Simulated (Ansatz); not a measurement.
Sn4Pt (space group Ccce)

```yaml
crystal:
  lattice:
    - [3.18737, -5.65677, 0.00000]
    - [3.18737, 5.65677, 0.00000]
    - [0.00000, 0.00000, 6.35014]
  atoms:
    - { symbol: Sn, position: [0.96037, 0.70745, 0.16613] }
    - { symbol: Sn, position: [0.03963, 0.29255, 0.16613] }
    - { symbol: Sn, position: [0.70745, 0.96037, 0.83387] }
    - { symbol: Sn, position: [0.29255, 0.03963, 0.83387] }
    - { symbol: Sn, position: [0.53963, 0.79255, 0.33387] }
    - { symbol: Sn, position: [0.46037, 0.20745, 0.33387] }
    - { symbol: Sn, position: [0.79255, 0.53963, 0.66613] }
    - { symbol: Sn, position: [0.20745, 0.46037, 0.66613] }
    - { symbol: Pt, position: [0.50000, 0.50000, 0.00000] }
    - { symbol: Pt, position: [0.00000, 0.00000, 0.50000] }
```

The slice is a (010) plane (indices of the conventional cell) through the point (0.460, 0.207, 0.334) (fractional), spanned by u = [001] and v = [110] in vectors of this cell: u (6.35 Å) and v (6.37 Å, at 90° to u). It covers one period; positions are fractions (u, v).

Calculation: LDA (plane waves to 420 eV, PAW, scalar-relativistic; Ansatz, a quantum-chemistry and plane-wave program). k mesh 9×9×8. Near the nuclei the fields are pseudised (PAW); where an atom keeps semicore shells as valence, they peak there. Sn4Pt is run without spin polarisation. Sn4Pt was relaxed with its symmetry unable to fall. Spin-orbit coupling is left out, though Pt is heavy.

### Question
What is the ELF at the midpoint of the shortest Sn–Sn line in this plane (2.99 Å)?

### Answer
0.6.

### Question
The ELF has a maximum in the middle third of the Sn–Sn line. Where, and how high?

### Answer
0.58, 1.5 Å from Sn.

### Question
What is the valence density on the shortest Sn–Sn line in this plane (2.99 Å), at its midpoint?

### Answer
0.27 e/Å³.

### Question
Sketch the valence electron density on this plane as a map.

### Answer
```
|9975310000123444321100123579|
|8764210001235666532100012467|
|5543210001346888643100012345|
|3322100012357999753200001223|
|2211100012358999853210000111|
|1111000012357898753210000001|
|0000000011245777542110000000|
|0000000011224454432111110000|
|0000000001112233221111222111|
|1000000000011111111122333321|
|1100000000000000011234555432|
|2100000000000000001245787653|
|2100001111110000001347899864|
|2100011122221000001357999864|
|2100012334432100001347899864|
|1100123456654210001245787653|
|1000124678875321001124555432|
|0000135789986421000122333321|
|0000135799986421000011222110|
|0000124689875321000001111000|
|0001123567764321000000000000|
|1111122345543211000000000000|
|2211112223322110000000000111|
|3332211111111000000000011223|
|5543211100000000000000112345|
|8764311000000000000000112467|
|9975321000000111110000123579|
|9985321000011222211000123589|
```
Scale: ten equal steps from -0.94 (start of '0') to 1.22 (end of '9'), in the order '0123456789'. Values: log₁₀ of the valence density in e/Å³. The map has 28 points along u (one character each, u = 0 at the left) and 28 along v (v = 0 in the bottom row). The scale is logarithmic, as a density can span decades between atoms and voids.
